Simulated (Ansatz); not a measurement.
Computed with DFT PBE, scalar-relativistic, plane waves, PAW (Ansatz 0.2.0). The final run on the 5-atom cell used 420 eV, a Γ-centred 12×12×4 mesh, 0.10 eV smearing and no spin polarisation.

Formation energies are uncorrected and refer to the elements' standard structures at the same level.

Task: Give a relaxed trial structure of a trigonal metal with formula Hf4C, with a formation energy near −0.38 eV/atom and about 19 Å³ per atom, in a cell of 5 atoms. Its symmetry should be P-3m1 (No. 164).

Result: Hf4C, space group P-3m1 (No. 164). Around Hf on its first site lie 3 C at 2.27 Å and 12 Hf at 3.19–3.26 Å; around Hf on its second site lie 12 Hf at 3.08–3.26 Å; C has 6 Hf at 2.27 Å.

```
Hf C
1.0
     3.24750    0.00000    0.00000
    -1.62375    2.81242    0.00000
     0.00000    0.00000   10.36464
Hf C
4 1
Direct
  0.33333 0.66667 0.87577
  0.33333 0.66667 0.38195
  0.66667 0.33333 0.12423
  0.66667 0.33333 0.61805
  0.00000 0.00000 0.00000
```

| Quantity | Value |
| --- | --- |
| Volume per atom | 18.93 Å³ |
| Density | 12.73 g/cm³ |
| Formation energy | −0.38 eV/atom |
| Gap on the 12×12×4 mesh of the 5-atom cell | 0 eV (a metal) |

The cell was found from a structure generator's guess, not taken from experiment. Other answers may fit too; this one was computed.

These runs have no spin–orbit coupling, which can matter for Hf. The reference form of C is held partly by dispersion forces, which this level lacks. Symmetry constrained the relaxation, so the result can be a saddle point.
